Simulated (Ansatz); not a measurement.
SnMo₂C:
```xyz
8
Lattice="3.1844 0.0000 0.0000 -1.5922 2.7578 0.0000 0.0000 0.0000 13.4101" Properties=species:S:1:pos:R:3 pbc="T T T"
Sn     0.0000     1.8385    10.0576
Sn     1.5922     0.9193     3.3525
Mo     0.0000     1.8385     1.0841
Mo     1.5922     0.9193     7.7891
Mo     1.5922     0.9193    12.3260
Mo     0.0000     1.8385     5.6210
C      0.0000     0.0000     0.0000
C      0.0000     0.0000     6.7050
```

Relaxed with r²SCAN. Special points in fractions of this cell's reciprocal vectors: Γ (0.000, 0.000, 0.000); M (0.500, 0.000, 0.000); K (0.333, 0.333, 0.000); A (0.000, 0.000, 0.500); L (0.500, 0.000, 0.500); H (0.333, 0.333, 0.500).

Q: List the band energies nearest the Fermi level at these points for r²SCAN with spin–orbit coupling in the plane-wave PAW code Ansatz.

A: In eV from the Fermi level; about four levels below and three above (degenerate sets whole), none deeper than 8.9 eV; points with the same levels are listed once.

```json
[
 {"k": "Γ", "below": "-0.28 -0.28 -0.27 -0.27", "above": "1.12 1.12 1.12 1.12"},
 {"k": "M", "below": "-3.18 -3.18 -0.11 -0.11", "above": "0.15 0.15 0.44 0.44"},
 {"k": "K", "below": "-0.07 -0.07 -0.06 -0.06", "above": "0.22 0.22 1.43 1.43"},
 {"k": "A", "below": "-0.37 -0.37 -0.37 -0.37 -0.37 -0.37 -0.37 -0.37", "above": "1.13 1.13 1.13 1.13"},
 {"k": "L", "below": "-3.18 -3.18 -3.18 -3.18", "above": "0.15 0.15 0.15 0.15"},
 {"k": "H", "below": "-1.17 -1.17 -1.09 -1.09", "above": "0.44 0.44 0.45 0.45"}
]
```

Space group P6_3/mmc. The start of the workflow was typed in or built on a structure type; neither database checked (COD, Materials Project) lists it. Its standing as an ambient phase is unchecked. Symmetry was held in the r²SCAN relaxation; its stability against distortions is not shown here. The run is not spin-polarised.

Potentials: the later of the program's two PAW sets.
